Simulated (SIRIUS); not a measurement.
Worked example: self-consistent single point of InGaAs2 (P-4m2, 4 atoms in the cell; from Materials Project mp-1223781, changed as shown) in SIRIUS.

All values come from this method and carry its errors: LDA (PW92), GBRV LDA ultrasoft pseudopotentials (plane waves; SIRIUS).

The change in words: lattice scaled by 0.98. Reference geometry (P-4m2):
```
InGaAs2
1.0
    4.22500     0.00000     0.00000
    0.00000     4.22500     0.00000
    0.00000     0.00000     5.96215
In Ga As
1 1 2
Direct
  0.00000   0.00000   0.50000
  0.50000   0.50000   0.00000
  0.50000   0.00000   0.76848
  0.00000   0.50000   0.23152
```

Reference input (self-consistent single point, DFT, LDA (PW92), plane waves, GBRV LDA ultrasoft pseudopotentials): parameters.ngridk = 6 6 6; parameters.xc_functionals = [XC_LDA_X, XC_LDA_C_PW]; parameters.gk_cutoff = 6.325 1/bohr; parameters.pw_cutoff = 14.143 1/bohr; parameters.smearing = fermi_dirac; parameters.smearing_width = 0.000367493 Ha; potentials = GBRV LDA ultrasoft pseudopotentials; parameters.electronic_structure_method = pseudopotential; parameters.num_bands = 25; parameters.num_mag_dims = 0; parameters.num_dft_iter = 100; parameters.energy_tol = 1e-07 Ha. This run's input differs from it in these lines:

```diff
@@ -32,5 +32,5 @@
     "lattice_vectors": [
-      [7.9840928765, 0.0, 0.0],
-      [0.0, 7.9840928765, 0.0],
-      [0.0, 0.0, 11.2668306139]
+      [7.824411019, 0.0, 0.0],
+      [0.0, 7.824411019, 0.0],
+      [0.0, 0.0, 11.0414940017]
     ],
```

Output, abridged:

```
[find] density tolerance         : 1e-06
[find] total energy tolerance    : 1e-07
[find] iter_solver_tol (initial) : 0.01
[find] iter_solver_tol (target)  : 1e-13
[find] num_dft_iter              : 100
Charges and magnetic moments
--------------------------------------------------------------------------------
total charge          : 42.000000
[find] | SCF iteration   0 out of 100|
[diagonalize] iterative solver tolerance (occupied, empty): 0.01 0.01
[diagonalize] average number of iterations: 4.225
[find] Charges and magnetic moments
[find] total charge          : 42.000000
[find] Energy
   [... lines left out ...]

[find] Charges and magnetic moments
[find] total charge          : 42.000000
[find] Energy
[find] smearing (-TS)                 :      -0.00000472
[find] Total energy                   :    -313.90663017 (Ha),    -627.81326034 (Ry)
[find] Free energy (E-TS)             :    -313.90663489 (Ha),    -627.81326978 (Ry)
[find] band gap (eV)                  :       0.00000000
[find] Efermi                         :       0.24591859
[find] iteration : 34, RMS (target) : 5.1824e-07 (1.0000e-06) , energy difference (target) : -8.0718e-12 (1.0000e-07)
[find] bands are converged : false
[find] iterative solver converged : false
[find] converged after 35 SCF iterations!
[find] Charges and magnetic moments
[find] total charge          : 42.000000
[find] Energy
[find] smearing (-TS)                 :      -0.00000472
[find] Total energy                   :    -313.90663017 (Ha),    -627.81326034 (Ry)
[find] Free energy (E-TS)             :    -313.90663489 (Ha),    -627.81326978 (Ry)
[find] band gap (eV)                  :       0.00000000
[find] Efermi                         :       0.24591859
[ground_state] === stress tensor components [kbar] ===
[ground_state] === stress_total ===
[ground_state]    14.707011    0.000000   -0.000000
[ground_state]     0.000000   14.707011   -0.000000
[ground_state]    -0.000000   -0.000000   11.885687
[ground_state] ==== total Forces in Ha/bohr =====
[ground_state] atom:    0, force:       0.0000000      0.0000000      0.0000000
[ground_state] atom:    1, force:       0.0000000      0.0000000      0.0000000
[ground_state] atom:    2, force:       0.0000000      0.0000000      0.0013269
[ground_state] atom:    3, force:       0.0000000     -0.0000000     -0.0013269
```

The run converged in 35 iterations. SIRIUS prints the stress tensor with tension positive. Against the reference run the free energy drops by 25.4 meV/atom, the pressure goes from -4.60 to -1.38 GPa and the largest force goes from 0.006 to 0.068 eV/Å.

The structure comes from a collection of computed structures, made at another level of theory; the collection holds predicted forms beside known ones. No clean gap shows at this smearing width and mesh (spacing up to 0.25 Å⁻¹); the mesh is coarse for partly filled bands, so the values carry mesh errors. Semi-local functionals can close small gaps.

Cost on one core: about 3.0 core-minutes (a rough figure).
